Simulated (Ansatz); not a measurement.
InP:
```
CELL_PARAMETERS angstrom
      4.13822     0.00000     0.00000
     -2.06911     3.58380     0.00000
      0.00000     0.00000     9.35104
ATOMIC_POSITIONS crystal
  In 0.00000 0.50000 0.33333
  In 0.50000 0.50000 0.66667
  In 0.50000 0.00000 0.00000
  P  0.00000 0.50000 0.83333
  P  0.50000 0.50000 0.16667
  P  0.50000 0.00000 0.50000
```

Relaxed with r²SCAN.

Question: Give the Bader charges and basin volumes of the independent atoms, r²SCAN (plane waves, PAW; program Ansatz).

Answer: 

```
atom  Bader charge (e)  Bader volume (Å³)
----  ----------------  -----------------
In1              +0.96               19.8
P4               -0.96               26.4
```

Space group P6_422. The start of the workflow was typed in or built on a structure type; neither database checked (COD, Materials Project) lists it. It is not the phase usual at ambient conditions (space group No. 216). The r²SCAN relaxation kept the symmetry of its start; whether a distortion lowers the energy is not shown.

Potentials: the later of the program's two PAW sets.
